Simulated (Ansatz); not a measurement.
Values for one crystal, relaxed and computed with DFT-r²SCAN in the program Ansatz with PAW potentials; other levels are named.

- Volume per atom = 33.09 Å³
- Electronic character = metallic (no gap)
- Formation energy from the elements (no fitted shifts) = -0.72 eV/atom
- Density of states at the Fermi level = 0.18 states/eV per atom (mean over ±0.08 eV)

Which compound is it?
(A) GdGe, Cmcm (Gd on 4c, Ge on 4c)
(B) ScGe, Cmcm (Sc on 4c, Ge on 4c)
(C) TaSi2, MoSi2 or CaC2 type
(D) BaGe, Cmcm (Ba on 4c, Ge on 4c)

D, BaGe, Cmcm (Ba on 4c, Ge on 4c)

The workflow started from a Materials Project entry (that database holds measured and hypothetical structures alike); the Crystallography Open Database files this formula in space group No. 63, but the cells were not matched. Its standing as an ambient phase is unchecked. The cell was relaxed with r²SCAN under the symmetry of its start; its stability against distortions is not shown here. The references are the lowest solids computed at this level, not always the standard phases. Scalar-relativistic: spin–orbit coupling is off unless named, which matters more the heavier the elements.

Potentials: the later of the program's two PAW sets.
